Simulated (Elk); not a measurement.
An Elk run on HfC with settings drawn from a wide range, so not all are converged; totals and levels move with the basis, and no second program has checked them. The calculation used DFT, AM05, all-electron APW+lo, Dirac cores, scalar-relativistic bands with second-variational spin-orbit coupling in Elk 11.2.3 with local patches. Elk's input is in atomic units.

Command: `OMP_NUM_THREADS=1 elk` The run took 0.03 s on 1 thread of Arm Neoverse N1, on a shared host, peak memory 0.04 GiB.

```
tasks
  0
  110
  115

xctype
  30

rgkmax
  7

gmaxvr
  18

lmaxapw
  8

lmaxo
  6

lmaxi
  2

nrmtscf
  1.5

nempty
  4

epspot
  1e-05

epsengy
  0.0001

maxscl
  100

swidth
  0.008

stype
  1

lradstp
  2

mixtype
  1

hmaxvr
  6

tforce
  .false.

spinorb
  .true.

sppath
  './'

avec
  0.00000000000 4.37875780581 4.37875780581
  4.37875780581 0.00000000000 4.37875780581
  4.37875780581 4.37875780581 0.00000000000

atoms
  2
  'Hf.in'
  1
  0.000000000000 0.000000000000 0.000000000000   0.000 0.000 0.000
  'C.in'
  1
  0.500000000000 0.500000000000 0.500000000000   0.000 0.000 0.000

ngridk
  6 6 6
```

Muffin-tin radii in the species files: Hf 2.20, C 1.41 bohr.

The cell is the one relaxed in the Materials Project (mp-21075), not relaxed further here; entries there can be hypothetical.

Task: What does the run give?

Result: It refused before any iteration.
```
Error(init0): requested spin-polarised run with spin-unpolarised
 exchange-correlation functional
```
